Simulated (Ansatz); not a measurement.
Problem. Each is relaxed and computed with LDA (plane waves, PAW; program Ansatz). Which alone has a direct gap?
A. BeSe, zinc blende
B. CdI2, P-3m1 (Pearson symbol hP9)
C. AlAs, zinc blende
D. CdSe, zinc blende

Solution. D, CdSe, zinc blende. CdSe: gap 0.40 eV (direct); BeSe: gap 2.40 eV (indirect); CdI2: gap 2.00 eV (indirect); AlAs: gap 1.32 eV (indirect). Standing as an ambient phase not checked: CdI2, P-3m1 (Pearson symbol hP9). Weakly bound layers, chains or molecules computed without a dispersion correction, so cells and soft constants are ill determined: CdI2, P-3m1 (Pearson symbol hP9). All cells were relaxed under the symmetry of their starts (and spin orders); stability against distortions was not tested throughout. Spin–orbit coupling is left out wherever it is not named.

Potentials: the later of the program's two PAW sets.
